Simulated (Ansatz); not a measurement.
## SiC: the gap against volume

SiC, P6_3mc, a = 3.095 Å, c = 20.242 Å. The compound has several low-lying forms, and this is one of them. Ansatz: PBE, PAW, 420 eV, Γ-centred 12×12×2 mesh on 16 atoms, Gaussian smearing 0.02 eV; no spin polarisation. Shape and atoms are relaxed at each volume; x = ln(V/V0) with V0 = 10.497 Å³/atom. The gap is read at the mesh points alone.

| x | gap y (eV) |
| --- | --- |
| -0.1278 | 1.717 |
| -0.0943 | 1.734 |
| -0.0619 | 1.751 |
| -0.0305 | ? |
| 0.0000 | 1.778 |
| 0.0296 | 1.789 |
| 0.0583 | 1.797 |
| 0.0953 | 1.809 |

Fit a straight line to the other rows, give the volume deformation potential of the gap and its pressure coefficient, and predict the missing gap. B0 = 212.6 GPa.

Means x = -0.01440, y = 1.7679; Σ(Δx)² = 0.04096, ΣΔxΔy = 0.01698; the slope is their ratio. y = 1.7738 + 0.41456 x. The slope is the deformation potential a = dE_g/d ln V = 0.41 eV, and dE_g/dP = −a/B0 = -1.95 meV/GPa. With a term in x² added, the coefficient of x becomes 0.3904, 6 % less, which shows how far this figure hangs on the form. At x = -0.0305 the fit asked for gives 1.761 eV. The run gave 1.765 eV, so the fit is 0.004 eV too low, within twice the rms miss on the fitted rows (0.003 eV).

Semilocal functionals give gaps under the measured ones; changes of the gap mostly carry over better.

Cost: 8 runs of about 27 core-minutes in all, on AMD EPYC (Zen 3) (shared hosts).